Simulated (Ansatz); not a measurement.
CrN2 in space group Pnnm (No. 58; Cr on 2a, N on 4g) under volume change, r²SCAN in the plane-wave PAW code Ansatz, shape and atoms relaxed at each volume.

```json
[
 {"V (Å³/atom)": "7.863", "E − E(relaxed) (meV/atom)": "61.6", "P (GPa)": "27.99"},
 {"V (Å³/atom)": "8.122", "E − E(relaxed) (meV/atom)": "[?]", "P (GPa)": "[?]"},
 {"V (Å³/atom)": "8.381", "E − E(relaxed) (meV/atom)": "6.0", "P (GPa)": "7.62"},
 {"V (Å³/atom)": "8.640", "E − E(relaxed) (meV/atom)": "0.0", "P (GPa)": "0.00"},
 {"V (Å³/atom)": "8.900", "E − E(relaxed) (meV/atom)": "5.2", "P (GPa)": "-6.12"},
 {"V (Å³/atom)": "9.159", "E − E(relaxed) (meV/atom)": "19.1", "P (GPa)": "-10.92"},
 {"V (Å³/atom)": "9.418", "E − E(relaxed) (meV/atom)": "[?]", "P (GPa)": "[?]"}
]
```

Question: Complete the blanks.

Answer: 
- 9.418, E − E(relaxed) (meV/atom): 40.2
- 9.418, P (GPa): -15.07
- 8.122, E − E(relaxed) (meV/atom): 25.5
- 8.122, P (GPa): 16.89

Question: What does a third-order Birch–Murnaghan fit give for V₀, B₀ and B′?

Answer: V₀ = 8.64 Å³/atom, B₀ = 225 GPa, B′ = 5.8.

The first step of the workflow began from a Materials Project structure, measured or hypothetical; the Crystallography Open Database copy checked does not list it. Its standing as an ambient phase is unchecked. Symmetry was held in the r²SCAN relaxation; its stability against distortions is not shown here. Magnetic state: ferromagnetic, chosen from 5 collinear starts compared on coarse meshes (ties went to the first, and starts can fall back to one state), not a proven ground state. Other orbital occupations within this spin state were not tried. No Hubbard U is applied.

Potentials: the later of the program's two PAW sets.
